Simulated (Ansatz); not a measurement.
An Ansatz (an electronic-structure program) input:

Ansatz 0.2 input:
```yaml
crystal:
  lattice:
    - [4.3313303176, 0.0, 0.0]
    - [-2.1656651588, 3.7510420873, 0.0]
    - [0.0, 0.0, 5.5276909056]
  atoms:
    - { symbol: La, position: [0.3333333333, 0.6666666667, 0.25] }
    - { symbol: La, position: [0.6666666667, 0.3333333333, 0.75] }
    - { symbol: F, position: [0.3333333333, 0.6666666667, 0.75] }
    - { symbol: F, position: [0.6666666667, 0.3333333333, 0.25] }
kpoints:
  mp_grid: { grid: [8, 8, 6] }
  band_path:
    path:
      - [[0.0, 0.0, 0.0], [0.5, 0.0, 0.0], [0.3333333333, 0.3333333333, 0.0], [0.0, 0.0, 0.0], [0.0, 0.0, 0.5], [0.5, 0.0, 0.5], [0.3333333333, 0.3333333333, 0.5], [0.0, 0.0, 0.5]]  # Γ-M-K-Γ-A-L-H-A
      - [[0.5, 0.0, 0.5], [0.5, 0.0, 0.0]]  # L-M
      - [[0.3333333333, 0.3333333333, 0.5], [0.3333333333, 0.3333333333, 0.0]]  # H-K
    npoints: 8
basis: { xc_grid: 2 }
hamiltonian:
  xc: pbe
  pseudopotentials: { kind: paw }
magnetization: { noncollinear: true, spin_orbit: true }
scf:
  n_extra_bands: 12
  convergence: { dr2_threshold: 0.0000000001 }
  occupations: { method: gaussian, width: 0.05 }
output: { eigenvalues: true }
```

Task: How many symmetry operations and irreducible k-points will the run report?

Result: 24 operations, 40 of 384 k-points.

Task: With a cutoff of 420 eV, how many plane waves at Γ?

Result: 1765.

It took around 100 core-seconds (rough) on shared server cores.

Space group P6_3/mmc. The first step of the workflow began from a Materials Project structure, measured or hypothetical; the Crystallography Open Database copy checked does not list it. Whether it is the stable phase at ambient conditions was not checked. The PBE relaxation kept the symmetry of its start; its stability against distortions is not shown here.

Potentials: the later of the program's two PAW sets.

Ansatz is a plane-wave DFT program.
